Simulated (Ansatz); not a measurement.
# SnPt$_{3}$ (Pm-3m), phonons: input and output

Level of theory: PBEsol, all-electron LAPW in Ansatz 0.2.0, scalar-relativistic.

The cell is the relaxed one with its volume scaled by 1.03.

The structure is one entry of a database and needn't be the stable phase.

Command:

```sh
ansatz run input.yaml --threads 1 --pin off --max-ram 3072MiB --backend cpu --events-out ev --progress --plain --runs-dir out
```

Input:

```yaml
crystal:
  lattice:
    - [4.04598876489, 0.0, 0.0]
    - [0.0, 4.04598876489, 0.0]
    - [0.0, 0.0, 4.04598876489]
  atoms:
    - { symbol: Sn, position: [0.0, 0.0, 0.0] }
    - { symbol: Pt, position: [0.0, 0.5, 0.5] }
    - { symbol: Pt, position: [0.5, 0.0, 0.5] }
    - { symbol: Pt, position: [0.5, 0.5, 0.0] }
kpoints:
  mp_grid: { grid: [8, 8, 8] }
scf:
  occupations: { method: fermi_dirac, width: 0.05 }
hamiltonian:
  xc: pbesol
  pseudopotentials: { kind: all_electron, lapw: { basis_error: 0.001 } }
phonons:
  supercell: [1, 1, 1]
```

The program printed:

```
Warning: RAYON_NUM_THREADS=1 ignored (pool sized by the plan → 1); use --threads N
LAPW: plane waves up to 8.415 Å⁻¹, error target 1.0e-3 eV per atom; small_component_spin mean_spin; Sn in spheres of 1.388 Å, 22 of its electrons in bands, Dirac shells []; Pt in spheres of 1.388 Å, 42 of its electrons in bands, ...
Engine: ansatz 0.2.0, x86_64-unknown-linux-gnu
Pseudopotentials: kind: all_electron
Pseudopotential: Sn, LAPW, valence charge 22, lapw/all_electron/scalar/gaussian/Sn, Koelling and Harmon's equation, gaussian nucleus
Pseudopotential: Pt, LAPW, valence charge 42, lapw/all_electron/scalar/gaussian/Pt, Koelling and Harmon's equation, gaussian nucleus
Functional definition: PBEsol
  exchange = pbesol_x
  correlation = pbesol_c
Crystal: 4 atoms, lattice volume = 66.233 Å³
Basis set: ecut = 269.7641416746818 eV, 691 PW (Γ), exchange–correlation at level 2
Bands: 89, of which v1, the nominal top of the filled ones, is band 74 counted from 1 (73 counted from 0)
Symmetry: 48 space group operations
k-points: 35 of 512
Non-local potential: Sn, projectors of the file, none
Non-local potential: Pt, projectors of the file, none
Initial density: superposition of atomic densities (chi_scale 0.1, normalization cell, long waves kept (reshape's long-wave potential 0.00 eV rms))
Initial wavefunctions: plane waves of lowest kinetic energy (no species holds an atomic orbital)
Functional: x = pbesol(κ = 0.804, μ = 0.12345679012345678), c = pbesol(β = 0.046)
iter 1 solved again at ethr=2.18e-4 eV; its pass at ethr=1.00e-1 eV (dr2=3.22e-1 eV) is discarded
SCF iter   1: F=—  HF=-1670472.003248 eV  |F-HF|=—  |Δ(HF+E_count)|=         —  Δρ=2.89e-2  dr2=3.23e-1  ethr=2.18e-4  ⟨swp⟩=3.0  Hψ=19466  notcnv=0
preconditioner: auto → Kerker (q_TF=auto, 3.120 Å⁻¹)  [metal: Δε(μ)=0.035 eV  Ē_g=16.657 eV  σ=0.050 eV  W_gap=0.17  n_scr=32 (ndim 8)  ℏωp=30.3 eV  f_vac=0.001  D(μ)=1.56/eV (n_scr^D=6)]
[... 37 lines left out ...]
SCF iter   4: F=—  HF=-1670471.016825 eV  |F-HF|=—  |Δ(HF+E_count)|=   9.88e-6  Δρ=3.18e-5  dr2=1.07e-6  ethr=7.23e-10  ⟨swp⟩=2.0  Hψ=66237  notcnv=0
SCF iter   5: F=—  HF=-1670471.016825 eV  |F-HF|=—  |Δ(HF+E_count)|=   5.72e-7  Δρ=3.01e-5  dr2=1.24e-6  ethr=7.23e-10  ⟨swp⟩=2.0  Hψ=39041  notcnv=0
SCF iter   6: F=—  HF=-1670471.016824 eV  |F-HF|=—  |Δ(HF+E_count)|=   6.21e-7  Δρ=1.06e-5  dr2=9.62e-8  ethr=7.23e-10  ⟨swp⟩=2.0  Hψ=39041  notcnv=0
SCF iter   7: F=—  HF=-1670471.016824 eV  |F-HF|=—  |Δ(HF+E_count)|=   5.12e-9  Δρ=4.78e-6  dr2=2.22e-8  ethr=6.50e-11  ⟨swp⟩=2.0  Hψ=39041  notcnv=0
SCF iter   8: F=—  HF=-1670471.016824 eV  |F-HF|=—  |Δ(HF+E_count)|=   1.86e-8  Δρ=1.63e-6  dr2=2.88e-9  ethr=1.61e-11 (applied; sched 1.50e-11)  ⟨swp⟩=2.0  Hψ=39041  notcnv=0
SCF iter   9: F=-1670471.016824 eV  HF=-1670471.016824 eV  |F-HF|=9.31e-10  |Δ(HF+E_count)|=  4.66e-10  Δρ=5.91e-7  dr2=2.66e-10  ethr=1.61e-11 (applied; sched 1.94e-12)  ⟨swp⟩=2.0  Hψ=39041  notcnv=0
SCF 3 converged in 9 iterations: F = -1670471.016824 eV  dr2 = 2.66e-10
SCF converged after 11 iterations
Free energy (F): -1670471.017189 eV
Harris-Foulkes:  -1670471.017189 eV  (|F-HF|=1.86e-9)
Internal energy: -1670471.006888 eV  (E = F + TS)
E sigma→0 (E₀):  -1670471.012039 eV
Entropy (-TS):   -0.010301 eV (-2.575 meV/atom)
Fermi energy:    25.561489 eV
--- Per-component energies (eV) ---
  E_band       = -10771.631670
  E_kinetic    = 1882715.181257
  E_xc         = -33085.585057
  E_electrostatic = -3520100.603088  (all electrons and nuclei)
  E_smearing   = -0.010301  (= −TS)
  E_closure    = 0.000000  (closes the sum)
  Σ components = -1670471.017189   (vs F -1670471.017189, Δ=0.00e0)
  Basis errors (estimates in eV, not in F): energy 2.4e-4 per atom: plane waves 2.0e-4 (1.1e-4 summed), levels above the bands 1.9e-138, relativity 5.5e-8, radial functions 3.6e-5, core shells 1.0e-7; eigenvalues (radial ...
--- Forces (eV/Å), atoms counted from 1 ---
  atom   1  Sn    -0.00000000     0.00000000     0.00000000
  atom   2  Pt    -0.00000000    -0.00000000    -0.00000000
  atom   3  Pt    -0.00000000     0.00000000     0.00000000
  atom   4  Pt    -0.00000000    -0.00000000     0.00000000
  max |Σ_I F_I| component: 4.83e-30 eV/Å
--- Phonons: 2 displaced members + reference (amplitude 0.01 Å, Σ member SCF iterations 17) ---
  symmetry images taken by strict's conditions (phonons.symmetry_images: auto; settled by no image being taken that strict refuses)
  ASR residual: 1.011e-3 → 0.000e0 eV/Å²; symmetrization residual: 3.289e-4 eV/Å²
  largest component of a force at the reference: 1.6e-30 eV/Å
  ASR residual per site (eV/Å²): 6.36e-4 1.01e-3 1.01e-3 1.01e-3
  Γ frequencies (cm⁻¹): 0.00 0.00 0.00 81.84 81.84 81.84 93.66 93.66 93.66 161.33 161.33 161.33
  density of states and harmonic sums: on the 15×15×15 q-mesh, interpolated from the force constants of a 1×1×1 supercell (no non-analytic term)
  largest difference from the sums on the solved wave vectors: F 6.06e-1 eV, S 8.64e-4 and C_V 2.58e-4 eV/K
```

Self-consistency was reached.

Zone-centre phonons:

Harmonic phonons of a crystal by Kohn-Sham DFT at the given cell, standard atomic masses, acoustic sum rule imposed; negative wavenumbers are unstable modes; optical zone-centre levels upwards with Mulliken labels, activity, and the element with most of the kinetic energy.

```json
{
  "Point group": "m-3m"
}
```

```csv
number,phonon wavenumber (cm⁻¹),label,infrared,raman,lead element
1,81.8,T2u,no,no,Pt
2,93.7,T1u,yes,no,Sn
3,161.3,T1u,yes,no,Pt
```

Caveats: responses of metals move with mesh and smearing; no spin-orbit coupling on heavy atoms; cell scaled away from its relaxed volume; zone-boundary modes aren't tested; activity by symmetry alone, a metal screens infrared modes.

It took 6.3 min on 1 thread of Intel(R) Xeon(R) 6975P-C (Granite Rapids) (shared host), peak memory 1.8 GiB.
